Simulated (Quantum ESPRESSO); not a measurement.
# Where does O sit best among Se sites?

The results below are calculated, not measured. They come from pw.x of Quantum ESPRESSO 7.5, a plane-wave density functional program, with PseudoDojo standard norm-conserving files (v0.5 for PBE, v0.4.1 for LDA and PBEsol). The cells are made up: elements, strain and atom displacements were drawn at random, and nothing was relaxed. There is no spin polarisation, spin-orbit coupling or dispersion term.

The cell has 8 sites of a zincblende or diamond lattice. Sites 1 to 4 hold Mg Mg Mg Mg; sites 5 to 8 hold X X X X. Cell vectors in Å: (5.854, 0.000, 0.000); (0.000, 5.854, 0.000); (0.000, 0.000, 5.854). Settings: PBE, cutoff 1170 eV, 4 x 4 x 4 k mesh shifted by half a step, Fermi-Dirac smearing of 0.025 eV.

In each run one of the sites marked X holds O and the others hold Se; cell and positions stay the same. E is the free energy of the cell.

```
site of the guest  first shell  mean distance (Å)  E above the lowest (eV)  P (GPa)  force on the guest (eV/Å)
                5          Mg4              2.543                    0.369    -1.91                      0.192
                6          Mg4              2.543                    0.327    -1.96                      0.082
                7          Mg4              2.562                    0.487    -1.70                      0.207
                8          Mg4              2.497                    0.000    -2.52                      0.210
```

A rerun of one of these cells at 1467 eV and k mesh 6 x 6 x 6 moved values by no more than 0.003 eV in the cell's energy, 0.02 GPa in stress and 0.011 eV/Å in force.

## Reading the table

Site 8 is lowest, by 0.327 eV, over three times the rerun's bound. A straight line of energy against the mean distance has a slope of 7.5 ± 0.5 eV/Å, so the guest costs less on the tighter sites. The positions are random and not relaxed, so the differences hold for this frozen cell and are not site preferences of a real crystal.